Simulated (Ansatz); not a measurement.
## Profile along the Hf–O line in HfO2 (tetragonal-ZrO2 type, space group P4_2/nmc)

HfO2 (tetragonal-ZrO2 type, space group P4_2/nmc)

```cif
data_Hf2O4
_chemical_formula_sum 'Hf2 O4'
_space_group_name_H-M_alt 'P42/nmc :1'
_space_group_IT_number 137
_space_group_name_Hall 'P 4n 2n -1n'
_cell_length_a 3.56753
_cell_length_b 3.56753
_cell_length_c 5.16669
_cell_angle_alpha 90.000
_cell_angle_beta 90.000
_cell_angle_gamma 90.000
loop_
_space_group_symop_operation_xyz
  'x, y, z'
  '-y+1/2, x+1/2, z+1/2'
  '-x, -y, z'
  'y+1/2, -x+1/2, z+1/2'
  'x+1/2, -y+1/2, -z+1/2'
  '-y, -x, -z'
  '-x+1/2, y+1/2, -z+1/2'
  'y, x, -z'
  '-x+1/2, -y+1/2, -z+1/2'
  'y, -x, -z'
  'x+1/2, y+1/2, -z+1/2'
  '-y, x, -z'
  '-x, y, z'
  'y+1/2, x+1/2, z+1/2'
  'x, -y, z'
  '-y+1/2, -x+1/2, z+1/2'
loop_
_atom_site_label
_atom_site_type_symbol
_atom_site_symmetry_multiplicity
_atom_site_Wyckoff_symbol
_atom_site_fract_x
_atom_site_fract_y
_atom_site_fract_z
_atom_site_occupancy
Hf1 Hf 2 a 0.00000 0.00000 0.00000 1
O1 O 4 d 0.00000 0.50000 0.20010 1
```

Fields along a shortest Hf–O line of a (010) plane (2.06 Å), from Hf to O, interpolated on the slice's grid (step about 0.2 Å). Calculation: PBEsol (plane waves to 420 eV, PAW, scalar-relativistic; Ansatz, a program for electronic structure). k mesh 9×9×7. Near the nuclei the fields are pseudised (PAW); where an atom keeps semicore shells as valence, they peak there. HfO2 is run without spin polarisation. HfO2 was relaxed with its symmetry unable to fall. Spin-orbit coupling is left out, though Hf is heavy. The PAW data are Ansatz's earlier set. This is a high-temperature form of HfO2.

```json
[
 {"distance from Hf (Å)": "0.00", "valence electron density (e/Å³)": "57.92", "electron localisation function": "x", "density of the highest valence band (e/Å³)": "0.010", "density of the lowest conduction band (e/Å³)": "0.025"},
 {"distance from Hf (Å)": "0.21", "valence electron density (e/Å³)": "44.60", "electron localisation function": "x", "density of the highest valence band (e/Å³)": "0.009", "density of the lowest conduction band (e/Å³)": "0.025"},
 {"distance from Hf (Å)": "0.41", "valence electron density (e/Å³)": "19.34", "electron localisation function": "0.85", "density of the highest valence band (e/Å³)": "0.007", "density of the lowest conduction band (e/Å³)": "0.028"},
 {"distance from Hf (Å)": "0.62", "valence electron density (e/Å³)": "5.46", "electron localisation function": "0.75", "density of the highest valence band (e/Å³)": "0.004", "density of the lowest conduction band (e/Å³)": "0.032"},
 {"distance from Hf (Å)": "0.82", "valence electron density (e/Å³)": "1.41", "electron localisation function": "0.42", "density of the highest valence band (e/Å³)": "0.007", "density of the lowest conduction band (e/Å³)": "0.024"},
 {"distance from Hf (Å)": "1.03", "valence electron density (e/Å³)": "0.75", "electron localisation function": "0.21", "density of the highest valence band (e/Å³)": "0.018", "density of the lowest conduction band (e/Å³)": "0.015"},
 {"distance from Hf (Å)": "1.24", "valence electron density (e/Å³)": "0.94", "electron localisation function": "0.57", "density of the highest valence band (e/Å³)": "0.039", "density of the lowest conduction band (e/Å³)": "0.015"},
 {"distance from Hf (Å)": "1.44", "valence electron density (e/Å³)": "1.94", "electron localisation function": "0.83", "density of the highest valence band (e/Å³)": "0.077", "density of the lowest conduction band (e/Å³)": "0.023"},
 {"distance from Hf (Å)": "1.65", "valence electron density (e/Å³)": "4.36", "electron localisation function": "0.75", "density of the highest valence band (e/Å³)": "0.101", "density of the lowest conduction band (e/Å³)": "0.034"},
 {"distance from Hf (Å)": "1.85", "valence electron density (e/Å³)": "7.37", "electron localisation function": "x", "density of the highest valence band (e/Å³)": "0.048", "density of the lowest conduction band (e/Å³)": "0.030"},
 {"distance from Hf (Å)": "2.06", "valence electron density (e/Å³)": "8.73", "electron localisation function": "x", "density of the highest valence band (e/Å³)": "0.006", "density of the lowest conduction band (e/Å³)": "0.015"}
]
```

x: too close to a nucleus for the ELF to mean much. Band densities are of whole bands, smooth part only.

Density on the Hf–O line (2.06 Å) at its density minimum, 1.1 Å from Hf: 0.74 e/Å³. ELF at that point: 0.3. Element round which the density of the highest valence band (whole band, smooth part) is largest on this plane: O.
